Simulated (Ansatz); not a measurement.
## YZnSi: strain energy, fitted

YZnSi, P-6m2, a = 4.081 Å, c = 4.076 Å. The structure is a Materials Project entry; whether it is the stable form wasn't checked. Ansatz: r2SCAN, PAW, 500 eV, Γ-centred 12×12×10 mesh on 3 atoms, Gaussian smearing 0.10 eV; no spin polarisation. Series: strain along c alone, the other axes held, atoms fixed by symmetry; x is the strain in per cent. y is the free energy over the unstrained cell, V0 = 19.596 Å³/atom.

| x (%) | y (meV/atom) |
| --- | --- |
| -3.0 | 8.46 |
| -2.0 | 3.72 |
| -1.0 | 0.92 |
| 0.0 | 0.00 |
| 1.0 | ? |
| 2.0 | 3.57 |
| 3.0 | 7.94 |

Fit y = c2 x² + c3 x³ to the other rows, turn c2 into a modulus, and predict the missing energy.

Least squares on the rows shown. y = 0.9111 x² − 0.009609 x³. In eV per unit strain² c2 is 9.111; this is C33 with relaxed ions (E = ½ C33 V0 ε²): 2 × 9.111 × 160.2 / (19.596) = 149 GPa. At x = 1.0 the fit asked for gives 0.90 meV/atom. The run gave 0.91 meV/atom, so the fit is 0.01 meV/atom too low, a small miss on the scale of the series.